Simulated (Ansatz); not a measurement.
Wurtzite alloy of AlN and SiC (42 of 48 Al sites, 42 of 48 N sites exchanged), 96 atoms

Ansatz, PAW, plane waves. PBEsol relaxation of cell lengths and atoms (angles held) at the single k point (¼, ¼, ¼) without its symmetry partners; single points on the relaxed atoms at the Γ point alone, onto which points of the small cell's zone fold. Arrangement: quasirandom. No spin–orbit coupling unless named.

Relaxed structure:

```yaml
crystal:
  lattice:
    - [9.24847, 0.00000, 0.00000]
    - [0.00000, 10.69394, 0.00000]
    - [0.00000, 0.00000, 10.09237]
  atoms:
    - { symbol: Si, position: [0.16598, 0.08158, 0.24934] }
    - { symbol: Si, position: [0.16530, 0.08462, 0.74948] }
    - { symbol: Si, position: [0.00070, 0.33102, 0.24889] }
    - { symbol: Si, position: [0.00203, 0.33181, 0.74808] }
    - { symbol: Si, position: [0.50034, 0.08254, 0.25041] }
    - { symbol: Si, position: [0.33215, 0.33080, 0.24906] }
    - { symbol: Si, position: [0.33140, 0.33117, 0.74737] }
    - { symbol: Si, position: [0.16695, 0.58134, 0.24961] }
    - { symbol: Si, position: [0.16744, 0.58195, 0.75058] }
    - { symbol: Si, position: [0.00016, 0.83653, 0.24821] }
    - { symbol: Si, position: [0.99922, 0.83535, 0.74961] }
    - { symbol: Si, position: [0.83466, 0.08177, 0.25021] }
    - { symbol: Si, position: [0.66802, 0.33167, 0.24902] }
    - { symbol: Si, position: [0.66758, 0.33522, 0.74686] }
    - { symbol: Si, position: [0.50140, 0.58055, 0.24899] }
    - { symbol: Si, position: [0.49878, 0.58286, 0.74871] }
    - { symbol: Si, position: [0.33532, 0.83473, 0.75126] }
    - { symbol: Si, position: [0.83265, 0.58371, 0.24887] }
    - { symbol: Si, position: [0.83546, 0.58458, 0.74625] }
    - { symbol: Si, position: [0.66763, 0.83385, 0.74911] }
    - { symbol: Si, position: [0.00036, 0.16536, 0.50038] }
    - { symbol: Si, position: [0.99852, 0.16328, 0.00152] }
    - { symbol: Si, position: [0.33220, 0.16525, 0.49783] }
    - { symbol: Si, position: [0.33543, 0.16300, 0.00272] }
    - { symbol: Si, position: [0.16494, 0.41722, 0.49766] }
    - { symbol: Si, position: [0.16648, 0.41480, 0.00106] }
    - { symbol: Si, position: [0.00118, 0.66694, 0.49722] }
    - { symbol: Si, position: [0.00387, 0.66946, 0.00126] }
    - { symbol: Si, position: [0.66820, 0.16547, 0.50171] }
    - { symbol: Si, position: [0.50040, 0.41802, 0.49900] }
    - { symbol: Si, position: [0.49986, 0.41542, 0.00021] }
    - { symbol: Si, position: [0.32981, 0.66804, 0.00438] }
    - { symbol: Si, position: [0.16884, 0.91607, 0.49942] }
    - { symbol: Si, position: [0.16631, 0.91684, 0.00116] }
    - { symbol: Si, position: [0.83547, 0.41890, 0.49975] }
    - { symbol: Si, position: [0.83448, 0.41698, 0.00034] }
    - { symbol: Si, position: [0.66654, 0.66766, 0.49972] }
    - { symbol: Si, position: [0.66719, 0.66987, 0.00100] }
    - { symbol: Si, position: [0.50002, 0.91435, 0.50194] }
    - { symbol: Si, position: [0.49982, 0.92048, 0.00279] }
    - { symbol: Si, position: [0.83215, 0.91361, 0.50098] }
    - { symbol: Si, position: [0.83518, 0.91881, 0.00304] }
    - { symbol: Al, position: [0.50068, 0.08299, 0.74827] }
    - { symbol: Al, position: [0.83436, 0.08365, 0.74935] }
    - { symbol: Al, position: [0.33504, 0.83549, 0.25053] }
    - { symbol: Al, position: [0.66547, 0.83407, 0.24889] }
    - { symbol: Al, position: [0.66661, 0.16272, 0.00376] }
    - { symbol: Al, position: [0.33421, 0.66765, 0.49643] }
    - { symbol: C, position: [0.00125, 0.16810, 0.18947] }
    - { symbol: C, position: [0.01050, 0.17156, 0.68420] }
    - { symbol: C, position: [0.33188, 0.16748, 0.19007] }
    - { symbol: C, position: [0.16617, 0.41494, 0.18767] }
    - { symbol: C, position: [0.16912, 0.41817, 0.68690] }
    - { symbol: C, position: [0.99937, 0.66546, 0.18603] }
    - { symbol: C, position: [0.00410, 0.66640, 0.68867] }
    - { symbol: C, position: [0.66803, 0.16997, 0.20101] }
    - { symbol: C, position: [0.66539, 0.17916, 0.68276] }
    - { symbol: C, position: [0.50147, 0.41313, 0.18611] }
    - { symbol: C, position: [0.49800, 0.41752, 0.68908] }
    - { symbol: C, position: [0.33517, 0.65611, 0.18525] }
    - { symbol: C, position: [0.16023, 0.91991, 0.18424] }
    - { symbol: C, position: [0.16851, 0.91725, 0.68917] }
    - { symbol: C, position: [0.83339, 0.41653, 0.18649] }
    - { symbol: C, position: [0.83433, 0.41897, 0.68907] }
    - { symbol: C, position: [0.66651, 0.65537, 0.18041] }
    - { symbol: C, position: [0.66488, 0.66271, 0.69303] }
    - { symbol: C, position: [0.50074, 0.92509, 0.18310] }
    - { symbol: C, position: [0.49965, 0.90762, 0.68751] }
    - { symbol: C, position: [0.83998, 0.91893, 0.18702] }
    - { symbol: C, position: [0.83400, 0.90831, 0.68559] }
    - { symbol: C, position: [0.16619, 0.08376, 0.43857] }
    - { symbol: C, position: [0.16827, 0.08540, 0.93612] }
    - { symbol: C, position: [0.99660, 0.33219, 0.43721] }
    - { symbol: C, position: [0.99732, 0.33455, 0.93676] }
    - { symbol: C, position: [0.50077, 0.08546, 0.44214] }
    - { symbol: C, position: [0.49279, 0.08281, 0.93963] }
    - { symbol: C, position: [0.33559, 0.33280, 0.43896] }
    - { symbol: C, position: [0.33607, 0.33307, 0.93504] }
    - { symbol: C, position: [0.16004, 0.57901, 0.43584] }
    - { symbol: C, position: [0.16690, 0.58103, 0.93698] }
    - { symbol: C, position: [0.00098, 0.83286, 0.43720] }
    - { symbol: C, position: [0.99942, 0.83062, 0.93651] }
    - { symbol: C, position: [0.83378, 0.08279, 0.43965] }
    - { symbol: C, position: [0.83968, 0.08087, 0.94281] }
    - { symbol: C, position: [0.50951, 0.57714, 0.43589] }
    - { symbol: C, position: [0.33368, 0.83999, 0.44552] }
    - { symbol: C, position: [0.33451, 0.82950, 0.93758] }
    - { symbol: C, position: [0.83224, 0.58298, 0.43786] }
    - { symbol: C, position: [0.66618, 0.83139, 0.44554] }
    - { symbol: C, position: [0.66741, 0.83066, 0.93710] }
    - { symbol: N, position: [0.32544, 0.17156, 0.68296] }
    - { symbol: N, position: [0.33426, 0.66334, 0.70063] }
    - { symbol: N, position: [0.66840, 0.33597, 0.43826] }
    - { symbol: N, position: [0.66729, 0.34985, 0.93340] }
    - { symbol: N, position: [0.50152, 0.58093, 0.93528] }
    - { symbol: N, position: [0.83262, 0.58200, 0.93588] }
```

**Question.** What are the mean bond lengths by pair (pairs within 1.2 times the sum of covalent radii, less contacts 15 % beyond the pair's median; cation–cation pairs of compounds aside; long ionic contacts are cut short by that bound)?

**Answer.** Al–C 1.966 ± 0.032 Å (standard deviation, 21 bonds); Al–N 2.058 ± 0.055 Å (standard deviation, 3 bonds); C–Si 1.878 ± 0.033 Å (standard deviation, 147 bonds); N–Si 1.887 ± 0.040 Å (standard deviation, 21 bonds).

**Question.** What gap lies between the top filled and the lowest empty level in the single points?

**Answer.** HSE06 2.71 eV (3.9 min on 7 threads of Neoverse-V2).
